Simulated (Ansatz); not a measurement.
SnO₂:
```
CELL_PARAMETERS angstrom
      4.75966     0.00000     0.00000
      0.00000     4.76021     0.00000
      0.00000     0.00000     3.20077
ATOMIC_POSITIONS crystal
  Sn 0.50000 0.50000 0.50000
  Sn 0.00000 0.00000 0.00000
  O  0.30579 0.30602 0.00000
  O  0.69421 0.69398 0.00000
  O  0.80579 0.19398 0.50000
  O  0.19421 0.80602 0.50000
```

r²SCAN (plane waves, PAW; program Ansatz) gives a gap of 1.77 eV without spin–orbit coupling, maximum at Γ, minimum at Γ.

### Question
What happens when spin–orbit coupling is switched on?

### Answer
The gap hardly moves, to 1.77 eV; maximum at Γ, minimum at Γ.

### Question
Give the electron effective mass with spin–orbit coupling.

### Answer
0.19, 0.23, 0.23 mₑ (principal values).

### Question
Give the hole effective mass with spin–orbit coupling.

### Answer
1.3, 1.3, 1.7 mₑ (principal values).

Space group P4_2/mnm (rutile). The r²SCAN relaxation kept the symmetry of its start. Point labels and valley counts follow the cell and symmetry of the run, lower than the named group.

Potentials: the later of the program's two PAW sets.
